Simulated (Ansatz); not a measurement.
Input for Ansatz (plane-wave DFT, PAW):

```yaml
crystal:
  lattice:
    - [4.5945859944, 0.0, 0.0]
    - [-2.2972929972, 3.9790281911, 0.0]
    - [0.0, 0.0, 7.8363554584]
  atoms:
    - { symbol: Ba, position: [0.0, 0.0, 0.0] }
    - { symbol: Mg, position: [0.3333333333, 0.6666666667, 0.6238316829] }
    - { symbol: Mg, position: [0.6666666667, 0.3333333333, 0.3761683171] }
    - { symbol: Sb, position: [0.3333333333, 0.6666666667, 0.2662878509] }
    - { symbol: Sb, position: [0.6666666667, 0.3333333333, 0.7337121491] }
basis:
  ecutwfc: 500
kpoints:
  mp_grid: { grid: [6, 6, 4] }
hamiltonian:
  xc: r2scan
scf:
  occupations: { method: gaussian, width: 0.02 }
output:
  forces: true
  stress: true
  eigenvalues: true
relax:
  adjacent_minimum: "off"
  f_tol: 0.01
  max_steps: 30
  cell: { stress_tol: 0.1, fix: [volume] }
```

Launched with
```bash
ansatz run input.yaml --threads 1 --pin off --max-ram 2560MiB --backend cpu --events-out ev --progress --plain --runs-dir out
```

The calculation used DFT r2SCAN, scalar-relativistic, plane waves, PAW (Ansatz 0.2.0).

Abridged output (iterations and final results):

```
SCF iter   1: F=—  HF=-22819.883014 eV  |F-HF|=—  |Δ(HF+E_count)|=         —  Δρ=5.26e-3  dr2=3.11e-2  dr2_τ=1.10e-2  ethr=1.77e-3  ⟨swp⟩=9.3  Hψ=4196  notcnv=0
SCF iter   2: F=—  HF=-22819.998800 eV  |F-HF|=—  |Δ(HF+E_count)|=   1.16e-1  Δρ=2.54e-3  dr2=9.15e-3  dr2_τ=2.72e-4  ethr=5.18e-5  ⟨swp⟩=3.2  Hψ=1996  notcnv=0  defer=36
SCF iter   3: F=—  HF=-22819.999366 eV  |F-HF|=—  |Δ(HF+E_count)|=   5.66e-4  Δρ=7.08e-4  dr2=8.77e-4  dr2_τ=3.85e-5  ethr=1.52e-5  ⟨swp⟩=3.0  Hψ=1261  notcnv=0  defer=36
SCF iter   4: F=—  HF=-22819.999577 eV  |F-HF|=—  |Δ(HF+E_count)|=   2.10e-4  Δρ=2.06e-4  dr2=9.86e-5  dr2_τ=3.46e-6  ethr=1.46e-6  ⟨swp⟩=2.0  Hψ=1124  notcnv=0  defer=36
SCF iter   5: F=—  HF=-22819.999570 eV  |F-HF|=—  |Δ(HF+E_count)|=   6.98e-6  Δρ=6.10e-5  dr2=7.78e-6  dr2_τ=1.10e-7  ethr=1.64e-7  ⟨swp⟩=2.0  Hψ=990  notcnv=0  defer=36
SCF iter   6: F=—  HF=-22819.999574 eV  |F-HF|=—  |Δ(HF+E_count)|=   4.13e-6  Δρ=9.40e-6  dr2=1.57e-7  dr2_τ=6.01e-9  ethr=1.30e-8  ⟨swp⟩=2.0  Hψ=1500  notcnv=0  defer=36
SCF iter   7: F=-22819.999574 eV  HF=-22819.999574 eV  |F-HF|=7.73e-9  |Δ(HF+E_count)|=   1.10e-7  Δρ=3.02e-6  dr2=1.46e-8  dr2_τ=5.27e-10  ethr=1.67e-10  ⟨swp⟩=11.3  Hψ=4534  notcnv=0
SCF 1 converged in 7 iterations: F = -22819.999574 eV  dr2 = 1.46e-8
relax step   1: F+E_penalty+E_count = -22819.99957408 eV  Δ(F+E_penalty+E_count) = +0.000e0 eV  max|allowed force component| = 6.795e-2 eV/Å  Δτ_max = 0.0000 Å  P = +6.657 GPa  Ω = 143.264 Å³  fix = [volume]  reactions: volume +6.657 GPa (7 SCF iters, dr2 threshold 1.00e-7 eV, accepted)
Initial density: handed on by an earlier stage of this run
Initial wavefunctions: those handed on with the density
SCF iter   1: F=—  HF=-22819.993274 eV  |F-HF|=—  |Δ(HF+E_count)|=         —  Δρ=5.84e-4  dr2=3.60e-4  dr2_τ=9.25e-3  ethr=7.52e-7  ⟨swp⟩=3.0  Hψ=4298  notcnv=0
SCF iter   2: F=—  HF=-22819.999251 eV  |F-HF|=—  |Δ(HF+E_count)|=   5.98e-3  Δρ=4.78e-4  dr2=2.37e-4  dr2_τ=3.11e-6  ethr=6.00e-7  ⟨swp⟩=3.0  Hψ=1657  notcnv=0
SCF iter   3: F=—  HF=-22819.999210 eV  |F-HF|=—  |Δ(HF+E_count)|=   4.10e-5  Δρ=1.06e-4  dr2=1.85e-5  dr2_τ=4.67e-6  ethr=3.96e-7  ⟨swp⟩=2.0  Hψ=1392  notcnv=0
SCF iter   4: F=—  HF=-22819.999207 eV  |F-HF|=—  |Δ(HF+E_count)|=   2.37e-6  Δρ=4.61e-5  dr2=3.30e-6  dr2_τ=6.98e-8  ethr=3.08e-8  ⟨swp⟩=2.0  Hψ=1383  notcnv=0
SCF iter   5: F=-22819.999207 eV  HF=-22819.999207 eV  |F-HF|=1.57e-8  |Δ(HF+E_count)|=   1.85e-7  Δρ=7.04e-6  dr2=1.25e-7  dr2_τ=1.10e-9  ethr=4.81e-10  ⟨swp⟩=4.5  Hψ=4333  notcnv=0
SCF 2 converged in 5 iterations: F = -22819.999207 eV  dr2 = 1.25e-7
relax step   2: F+E_penalty+E_count = -22819.99920704 eV  Δ(F+E_penalty+E_count) = +3.670e-4 eV  max|allowed force component| = 8.972e-2 eV/Å  Δτ_max = 0.0178 Å  P = +6.579 GPa  Ω = 143.264 Å³  energy of the carried Pulay correction = +1.136e-16 eV  fix = [volume]  (5 SCF iters, dr2 threshold 2.89e-7 eV, rejected (line search))
SCF iter   1: F=—  HF=-22819.998268 eV  |F-HF|=—  |Δ(HF+E_count)|=         —  Δρ=3.22e-4  dr2=9.27e-5  dr2_τ=2.84e-3  ethr=1.88e-7  ⟨swp⟩=3.0  Hψ=4168  notcnv=0
SCF iter   2: F=—  HF=-22820.000138 eV  |F-HF|=—  |Δ(HF+E_count)|=   1.87e-3  Δρ=2.67e-4  dr2=7.36e-5  dr2_τ=9.23e-7  ethr=1.55e-7  ⟨swp⟩=3.0  Hψ=1519  notcnv=0
SCF iter   3: F=—  HF=-22820.000134 eV  |F-HF|=—  |Δ(HF+E_count)|=   3.99e-6  Δρ=4.66e-5  dr2=5.80e-6  dr2_τ=9.06e-7  ethr=1.23e-7  ⟨swp⟩=2.0  Hψ=1375  notcnv=0
SCF iter   4: F=—  HF=-22820.000133 eV  |F-HF|=—  |Δ(HF+E_count)|=   1.33e-6  Δρ=3.46e-5  dr2=1.78e-6  dr2_τ=5.61e-8  ethr=9.67e-9  ⟨swp⟩=2.0  Hψ=969  notcnv=0
SCF iter   5: F=—  HF=-22820.000102 eV  |F-HF|=—  |Δ(HF+E_count)|=   3.10e-5  Δρ=4.10e-6  dr2=4.51e-8  dr2_τ=1.49e-9  ethr=2.97e-9  ⟨swp⟩=2.0  Hψ=1391  notcnv=0
SCF iter   6: F=—  HF=-22820.000102 eV  |F-HF|=—  |Δ(HF+E_count)|=   1.26e-8  Δρ=2.81e-6  dr2=1.18e-8  dr2_τ=8.76e-10  ethr=7.51e-11  ⟨swp⟩=2.0  Hψ=1392  notcnv=0
SCF iter   7: F=—  HF=-22820.000102 eV  |F-HF|=—  |Δ(HF+E_count)|=  2.11e-10  Δρ=3.74e-7  dr2=3.21e-10  dr2_τ=4.68e-12  ethr=1.96e-11  ⟨swp⟩=2.0  Hψ=1392  notcnv=0
SCF iter   8: F=-22820.000102 eV  HF=-22820.000102 eV  |F-HF|=1.46e-11  |Δ(HF+E_count)|=  9.46e-11  Δρ=6.22e-8  dr2=5.49e-12  dr2_τ=1.44e-13  ethr=1.00e-12  ⟨swp⟩=4.8  Hψ=3167  notcnv=0
SCF 3 converged in 8 iterations: F = -22820.000102 eV  dr2 = 5.49e-12
relax step   3: F+E_penalty+E_count = -22820.00010153 eV  Δ(F+E_penalty+E_count) = -5.274e-4 eV  max|allowed force component| = 1.445e-3 eV/Å  Δτ_max = 0.0079 Å  P = +6.621 GPa  Ω = 143.264 Å³  energy of the carried Pulay correction = +2.312e-16 eV  fix = [volume]  reactions: volume +6.621 GPa (8 SCF iters, accepted)
Initial wavefunctions: pseudopotential atomic-orbital guess (no wavefunctions were taken with the density)
SCF iter   1: F=—  HF=-22820.000133 eV  |F-HF|=—  |Δ(HF+E_count)|=         —  Δρ=1.15e-6  dr2=9.27e-10  dr2_τ=2.89e-10  ethr=7.69e-7  ⟨swp⟩=3.2  Hψ=6597  notcnv=0
SCF iter   2: F=—  HF=-22820.000102 eV  |F-HF|=—  |Δ(HF+E_count)|=   3.14e-5  Δρ=6.73e-7  dr2=3.63e-10  dr2_τ=3.85e-11  ethr=1.54e-12  ⟨swp⟩=4.5  Hψ=2941  notcnv=0
SCF iter   3: F=-22820.000102 eV  HF=-22820.000102 eV  |F-HF|=7.28e-12  |Δ(HF+E_count)|=  7.28e-11  Δρ=4.26e-7  dr2=1.26e-10  dr2_τ=8.04e-12  ethr=1.00e-12  ⟨swp⟩=6.2  Hψ=3727  notcnv=0
SCF 4 converged in 3 iterations: F = -22820.000102 eV  dr2 = 1.26e-10
SCF converged after 3 iterations
Free energy (F): -22820.000102 eV
Harris-Foulkes:  -22820.000102 eV  (|F-HF|=7.28e-12)
Internal energy: -22820.000102 eV  (E = F + TS)
E sigma→0 (E₀):  -22820.000102 eV
Fermi energy:    8.520911 eV
--- Per-component energies (eV) ---
  E_band       = -1118.837983
  E_kinetic    = 741.362164
  E_local      = -7257.087640  (includes V_loc(G=0)·N_el)
  E_nonlocal   = 976.319332
  E_hartree    = 2986.919437
  E_xc         = -470.252952
  E_vxc        = -436.917662  (∫ρ·V_xc dr)
  E_paw        = -15051.569219  (= ΣΔE_a)
  E_vpaw       = -1142.263133  (= ΣTr[D̂ρ^β])
  E_aug_tail   = -0.000005  (compensation charges beyond the density's cutoff)
  E_vtau       = 25.909210  (kinetic-family band-sum trace: ∫τ·v_τ [+ j·A + Jᵃ·Aᵃ] dr)
  E_ewald      = -4746.721293
  E_core_change = 1.030074  (= ΣΔE_core)
  E_smearing   =  0.000000  (= −TS)
--- Forces (eV/Å), atoms counted from 1 ---
  atom   1  Ba     0.00000000     0.00000000     0.00000000
  atom   2  Mg     0.00000000     0.00000000    -0.00143957
  atom   3  Mg     0.00000000     0.00000000     0.00143957
  atom   4  Sb     0.00000000     0.00000000     0.00058891
  atom   5  Sb     0.00000000     0.00000000    -0.00058891
--- Stress (GPa, compression-positive) ---
        6.625580       0.000000       0.000000
        0.000000       6.625580       0.000000
        0.000000       0.000000       6.612647
  P = ⅓ Tr σ = 6.6213 GPa (66.213 kbar)
--- Band table (eV; the first three rows and the last of 24) ---
  k-point 0: bands = ["-70.5370", "-70.5361", "-35.6435", "-35.6389", "-35.6389", "-35.6380", "-35.6337", "-35.6337", "-20.3122", "-20.3122", "-20.3113", "-20.3113", "-20.3050", "-20.3037", "-20.2848", "-20.2848", "-20.2844", "-20.2844", "-20.2039", "-5.3945", "-4.9800", "-4.9800", "-1.9495", "-0.5434", "4.1699", "6.8714", "6.8714", "7.9389", "7.9788", "7.9788", "10.1608", "10.3600", "11.1285", "11.1285", "11.1422", "11.5014"]
  k-point 1: bands = ["-70.5370", "-70.5361", "-35.6435", "-35.6389", "-35.6389", "-35.6380", "-35.6337", "-35.6337", "-20.3124", "-20.3124", "-20.3111", "-20.3111", "-20.3050", "-20.3036", "-20.2848", "-20.2848", "-20.2844", "-20.2844", "-20.2039", "-5.4045", "-4.9800", "-4.9800", "-1.7779", "-0.7901", "4.5676", "6.9858", "6.9858", "7.0878", "7.7527", "7.7527", "10.2192", "10.8970", "10.9876", "10.9876", "11.5975", "11.9263"]
  k-point 2: bands = ["-70.5370", "-70.5361", "-35.6435", "-35.6389", "-35.6389", "-35.6380", "-35.6337", "-35.6337", "-20.3126", "-20.3126", "-20.3109", "-20.3109", "-20.3050", "-20.3036", "-20.2848", "-20.2848", "-20.2844", "-20.2844", "-20.2040", "-5.4143", "-4.9800", "-4.9800", "-1.4155", "-1.2212", "5.2581", "6.1266", "7.2386", "7.2386", "7.4017", "7.4017", "10.2086", "10.8678", "10.8678", "11.1017", "12.5309", "12.8009"]
  k-point 23: bands = ["-70.5365", "-70.5365", "-35.6429", "-35.6429", "-35.6398", "-35.6344", "-35.6344", "-35.6330", "-20.3758", "-20.3122", "-20.3118", "-20.3118", "-20.3020", "-20.3020", "-20.2853", "-20.2845", "-20.2843", "-20.2843", "-20.1069", "-5.3077", "-5.3077", "-5.1393", "-0.6721", "-0.6721", "4.6101", "4.6101", "5.4145", "5.8155", "6.4937", "6.4937", "10.5118", "10.5118", "12.0784", "12.1611", "13.4925", "13.4925"]
--- Relaxed structure (3 steps of the walk, 2 accepted, 1 SCFs on fresh bases) ---
  F+E_penalty+E_count = -22820.00010206 eV   max|allowed force component| = 1.440e-3 eV/Å   (the final SCF, on the basis selected at the relaxed cell)
  cell:  # Å, volume = 143.2642 Å³
    - [4.59612581, 0.0, 0.0]
    - [-2.29806290, 3.98036171, 0.0]
    - [0.0, 0.0, 7.83110558]
  atoms:
    - { symbol: Ba, position: [0.0, 0.0, 0.0] }
    - { symbol: Mg, position: [0.33333333, 0.66666666, 0.62394939] }
    - { symbol: Mg, position: [0.66666666, 0.33333333, 0.37605060] }
    - { symbol: Sb, position: [0.33333333, 0.66666666, 0.26527851] }
    - { symbol: Sb, position: [0.66666666, 0.33333333, 0.73472148] }
```

The relaxation met its thresholds.

It took 70 s on 1 thread of Arm Neoverse V1, with other jobs on the host, peak memory 0.81 GiB.